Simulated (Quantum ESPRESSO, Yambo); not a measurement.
**Quasiparticle gap of CaCd$_{2}$P$_{2}$**

```xyz
5
Lattice="4.2923 0.0000 0.0000 -2.1462 3.7172 0.0000 0.0000 0.0000 7.0555" Properties=species:S:1:pos:R:3 pbc="T T T"
P      2.1462     1.2391     5.3584
P      0.0000     2.4782     1.6970
Ca     0.0000     0.0000     0.0000
Cd     0.0000     2.4782     4.5022
Cd     2.1462     1.2391     2.5533
```

The geometry is that of Materials Project entry mp-9570, symmetrised and not relaxed again.

Starting point: LDA (pw.x of Quantum ESPRESSO, ONCV potentials, scalar-relativistic). G0W0 in Yambo: 3×3×2 Γ-centred k mesh, bands 10 to 217 and a 8 Ry block in the screening, 217 bands in G with the Bruneval-Gonze terminator, plasmon pole fitted at 27.2 eV.

```json
{
 "LDA gap along the band path": "0.66 eV",
 "LDA gap between the mesh's edge points (Γ → Γ)": "0.66 eV",
 "G0W0 gap between the same points": "1.43 eV"
}
```

```json
[
 {"k point": "Γ", "band": "VB", "E LDA (eV)": "0.00", "E QP (eV)": "-0.57", "shift (eV)": "-0.57", "Z": "0.78"},
 {"k point": "Γ", "band": "CB", "E LDA (eV)": "0.66", "E QP (eV)": "0.86", "shift (eV)": "0.21", "Z": "0.79"},
 {"k point": "A", "band": "VB", "E LDA (eV)": "-0.56", "E QP (eV)": "-1.10", "shift (eV)": "-0.55", "Z": "0.78"},
 {"k point": "A", "band": "CB", "E LDA (eV)": "0.91", "E QP (eV)": "1.42", "shift (eV)": "0.51", "Z": "0.80"}
]
```

Energies count from the LDA valence-band maximum.

Nearest settings tried, and what they do to the gap: 170 bands in W, 170 bands in G: +1 meV; 6 Ry block (209 vectors against 313): -12 meV; 3×3×1 mesh: -85 meV. So the settings aren't converged at that level. The k mesh is coarse.

Spin-orbit splittings are left out.
